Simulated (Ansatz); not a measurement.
One crystal and one scan (energy against volume) at two levels, PBE (plane waves to 420 eV, PAW, scalar-relativistic; Ansatz, a program for electronic structure) and r2SCAN (plane waves to 500 eV, PAW, scalar-relativistic; Ansatz), each from its own relaxed cell and on its own mesh. The cell shown is that of PBE.

GaCuSe2 (chalcopyrite)

```
GaCuSe2
1.0
   -2.83594     2.83594     5.63126
    2.83594    -2.83594     5.63126
    2.83594     2.83594    -5.63126
Cu Ga Se
2 2 4
Cartesian
  0.00000   2.83594   2.81563
  0.00000   0.00000   0.00000
  2.83594   0.00000   2.81563
  0.00000   0.00000   5.63126
  1.41797   1.38281  -1.40782
  1.41797   1.45313   4.22345
  1.45313  -1.41797   7.03908
  1.38281   4.25392   1.40782
```

E(V) scan at fixed shape, V₀ the volume above. The atoms relax within the cell's symmetry.

Energies are smeared free energies. GaCuSe2 is run without spin polarisation. GaCuSe2 was relaxed with its symmetry unable to fall. With the shape held, the modulus is that of even scaling; a crystal free to change shape is softer. Percentages come from the unrounded values. Both scans cover V/V₀ from 0.840 to 1.160.

Results of PBE:

Lattice constant a (Å): 5.672
Lattice constant c (Å): 11.26
Relaxed volume (Å³/atom): 22.64
Pressure at the smallest volume (GPa): 16.0
Energy cost of the largest compression (meV/atom): 153
Energy cost of the largest expansion (meV/atom): 81
Bulk modulus at fixed cell shape B₀ (third-order Birch-Murnaghan fit) (GPa): 60.1
Pressure for 5 % compression (fit) (GPa): 3.5

Q: What does r2SCAN give for the same quantities?

A: 
| quantity | r2SCAN | PBE − r2SCAN |
|---|---|---|
| Lattice constant a (Å) | 5.608 | +0.064 (+1.1 %) |
| Lattice constant c (Å) | 11.10 | +0.16 (+1.5 %) |
| Relaxed volume (Å³/atom) | 21.82 | +0.82 (+3.8 %) |
| Pressure at the smallest volume (GPa) | 18.4 | -2.4 (-13 %) |
| Energy cost of the largest compression (meV/atom) | 170 | -17 (-10 %) |
| Energy cost of the largest expansion (meV/atom) | 91 | -10 (-11 %) |
| Bulk modulus at fixed cell shape B₀ (third-order Birch-Murnaghan fit) (GPa) | 69.5 | -9.4 (-14 %) |
| Pressure for 5 % compression (fit) (GPa) | 4.0 | -0.5 (-13 %) |

PBE gives the higher value for: lattice constant a; lattice constant c; relaxed volume. PBE gives the lower value for: pressure at the smallest volume; energy cost of the largest compression; energy cost of the largest expansion; bulk modulus at fixed cell shape B₀; pressure for 5 % compression. (PBE) At this level the bands of GaCuSe2 touch or barely overlap; measurements give the solid a gap. Neither level is exact: the differences show how much the result hangs on the functional.

(Under strain, the slope of the energy per volume gives the stress and its curvature an elastic modulus.)
